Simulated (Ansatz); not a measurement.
## AlN (F-43m), elastic constants by finite strains: input and output

Computed with LDA, all-electron LAPW in Ansatz 0.2.0, scalar-relativistic; not a measurement.

Cell and atoms were relaxed beforehand by PAW with this functional.

The structure is one entry of a database and needn't be the stable phase.

Command line:

```sh
ansatz run input.yaml --threads 1 --pin off --max-ram 2560MiB --backend cpu --events-out ev --progress --plain --runs-dir out
```

input.yaml:

```yaml
crystal:
  lattice:
    - [0.0, 2.17114769298, 2.17114769298]
    - [2.17114769298, 0.0, 2.17114769298]
    - [2.17114769298, 2.17114769298, 0.0]
  atoms:
    - { symbol: Al, position: [0.0, 0.0, 0.0] }
    - { symbol: "N", position: [0.25, 0.25, 0.25] }
kpoints:
  mp_grid: { grid: [8, 8, 8] }
scf:
  occupations: { method: fixed }
hamiltonian:
  xc: lda
  pseudopotentials: { kind: all_electron, lapw: { basis_error: 0.001 } }
elastic:
  mode: relaxed_ion
  stencil: two_point
  amplitude: 0.008
```

Output:

```
Warning: RAYON_NUM_THREADS=1 ignored (pool sized by the plan → 1); use --threads N
LAPW: plane waves up to 10.366 Å⁻¹, error target 1.0e-3 eV per atom; small_component_spin mean_spin; N in spheres of 0.871 Å, 7 of its electrons in bands, Dirac shells []; Al in spheres of 0.953 Å, 11 of its electrons in bands, ...
Engine: ansatz 0.2.0, aarch64-unknown-linux-gnu
Pseudopotentials: kind: all_electron
Pseudopotential: Al, LAPW, valence charge 11, lapw/all_electron/scalar/gaussian/Al, Koelling and Harmon's equation, gaussian nucleus
Pseudopotential: N, LAPW, valence charge 7, lapw/all_electron/scalar/gaussian/N, Koelling and Harmon's equation, gaussian nucleus
Functional definition: SPW92
  exchange = slater_x
  correlation = pw_c
davidson cushion auto → on  (no smearing: the cushion is to keep the highest requested band from converging to the state above it; pin scf.eigensolver.cushion to override)
Crystal: 2 atoms, lattice volume = 20.469 Å³
Basis set: ecut = 409.3651187314909 eV, 387 PW (Γ), exchange–correlation at level 2
Bands: 13, of which v1, the nominal top of the filled ones, is band 9 counted from 1 (8 counted from 0)
Symmetry: 24 space group operations
[... 158 lines left out ...]
         0.000     -0.000      0.000     -0.000      0.000    187.477
  reference stress σ⁰ (GPa):     -0.009     -0.009     -0.009      0.000      0.000      0.000
  no Pulay correction (none for the plane-wave cutoff is built on LAPW): the batch's stresses and constants are at fixed plane waves
  C* (energy form; C + prestress term) asymmetry max|C*_kj − C*_jk| = 2.842e-14 GPa — a small one proves nothing (zero by symmetry where the batch's group is 432, −43m or m−3m); a large one is finite-difference/SCF noise where ...
  moduli (Voigt/Reuss/Hill, GPa): K = 210.47/210.47/210.47   G = 139.44/109.45/124.44   E = 311.87   ν = 0.253
  mechanically stable: yes (min eigenvalue of sym C = 134.77 GPa)
  where every solve meets its electron count the energy-path curvature estimates C_jj along a normal strain and C_jj − ¼(σ⁰_aa + σ⁰_bb) along a shear (ab), closely only under elastic.basis: deformed
  strain η (Voigt 11):  stress-route row diagonal C_11 = 300.32 GPa, energy-path curvature d²(F+E_count)/dδ²/Ω₀ = 300.33 GPa
         δ    σ_11 (GPa)             F (eV)   n_scf  n_hpsi   n_pw
    -8.000e-3      -2.4186       -8066.0783149       7   22365    396   relax 0 steps, max|allowed force component| 1.11e-16 eV/Å
     8.000e-3       2.3865       -8066.0783384       7   22365    396   relax 0 steps, max|allowed force component| 8.33e-17 eV/Å
  strain η (Voigt 23):  stress-route row diagonal C_44 = 187.48 GPa, energy-path curvature d²(F+E_count)/dδ²/Ω₀ = 187.48 GPa
         δ    σ_23 (GPa)             F (eV)   n_scf  n_hpsi   n_pw
    -8.000e-3      -1.4998       -8066.0787880       2    9489    396   relax 3 steps, max|allowed force component| 8.47e-6 eV/Å
     8.000e-3       1.4998       -8066.0787880       2    9488    396   relax 2 steps, max|allowed force component| 3.69e-6 eV/Å
```

The calculation finished and met its thresholds.

**Elastic constants**

Elastic constants of a crystal by Kohn-Sham DFT: slopes of the stress over finite engineering strains of the given cell, Voigt indices, Cartesian axes as in the input.

```
Pressure at rest         : 0.009 GPa
Least elastic eigenvalue : 134.8 GPa
Elastically stable       : yes
```

```
index  elastic (GPa)
   11          300.3
   12          165.6
   44          187.5
```

### Elastic moduli

Hill averages of a grain aggregate, Debye temperature from the mean sound speed over directions.

```
Bulk modulus                     : 210.5 GPa
Shear modulus                    : 124.4 GPa
Young modulus                    : 311.9 GPa
Poisson ratio                    : 0.253
Bulk over shear modulus          : 1.691
Elastic anisotropy index         : 1.37
Least young modulus              : 182.7 GPa
Largest young modulus            : 433.7 GPa
Longitudinal sound speed         : 10640 m/s
Transverse sound speed           : 6118 m/s
Elastic debye temperature        : 913 K
Linear compressibility (x, y, z) : 1.584, 1.584, 1.584 1/TPa
Zener ratio                      : 2.782
Cauchy pressure                  : -21.93 GPa
```

Strained cells:

Stress of each strained cell less that at rest, tension positive.

| strain component | strain | stress xx (GPa) | stress yy (GPa) | stress zz (GPa) | stress yz (GPa) | stress xz (GPa) | stress xy (GPa) | relaxation steps |
| --- | --- | --- | --- | --- | --- | --- | --- | --- |
| xx | -0.008 | -2.409 | -1.363 | -1.363 | 0 | 0 | 0 | 0 |
| xx | 0.008 | 2.396 | 1.286 | 1.286 | 0 | 0 | 0 | 0 |
| yz | -0.008 | 0.0047 | -0.0082 | -0.0082 | -1.5 | 0 | 0 | 3 |
| yz | 0.008 | 0.0047 | -0.0082 | -0.0082 | 1.5 | 0 | 0 | 2 |

Known limits: constants at zero field, no piezoelectric stiffening; this zinc-blende form is metastable at ambient conditions.

It took 2.1 min on 1 thread of Arm Neoverse V1, on a shared host, peak memory 0.34 GiB.
